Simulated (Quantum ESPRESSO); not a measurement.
## Kohn-Sham bands of ZnCdS2 (P3m1)

```
ZnCdS2
1.0
    4.01080     0.00000     0.00000
   -2.00540     3.47345     0.00000
    0.00000     0.00000     6.63060
Zn Cd S
1 1 2
Direct
  0.00000   0.00000   0.99976
  0.33333   0.66667   0.50562
  0.33333   0.66667   0.89201
  0.00000   0.00000   0.35460
```

Structure: Materials Project mp-1215475, symmetrised, not relaxed again. Not found in the COD (Crystallography Open Database) copy used; not checked further. Computed values, not measurements, from PBEsol: Quantum ESPRESSO (norm-conserving PseudoDojo potentials, cutoff 82 Ry, no spin polarisation, no spin-orbit coupling) on a Γ-centred 6×6×4 mesh, then Wannier90. Density: 12×12×6 mesh, cold smearing 0.01 Ry.

Question: List the Kohn-Sham levels between −8 and 4.2 eV relative to the valence-band maximum at the high-symmetry points, as a band run of pw.x on that density gives them (levels within 2 meV counted together).

Answer: 
```tsv
point	k (reciprocal lattice)	levels (eV)
Γ	0.000 0.000 0.000	-7.64 (×2), -7.41, -7.25 (×2), -6.21 (×2), -5.91, -5.89 (×2), -4.79, -0.93 (×2), -0.23, 0.00 (×2), 1.18, 2.79
M	0.500 0.000 0.000	-7.49, -7.47, -7.25, -7.17, -7.08, -6.08, -6.06, -5.90, -5.86, -5.77, -4.52, -3.66, -2.91, -2.05, -1.54, -0.74, 3.40, 3.82
K	0.333 0.333 0.000	-7.54, -7.31, -7.28, -7.26, -6.95, -6.06, -5.97, -5.94, -5.90, -5.68, -4.22, -3.64, -3.38, -2.11, -2.04, -1.74
A	0.000 0.000 0.500	-7.64 (×2), -7.56, -7.25 (×2), -6.20 (×2), -6.20, -5.89 (×2), -2.86, -2.70, -0.73 (×2), -0.24 (×2), 2.57, 3.21
L	0.500 0.000 0.500	-7.50, -7.49, -7.31, -7.17, -7.03, -6.10, -6.07, -5.93, -5.86, -5.76, -4.69, -4.17, -1.71, -1.61, -1.42, -1.16, 3.05, 3.38
H	0.333 0.333 0.500	-7.54, -7.34, -7.33, -7.26, -6.91, -6.09, -5.99, -5.93, -5.90, -5.66, -4.56, -4.04, -2.89, -2.39, -1.35, -1.19, 4.01
```
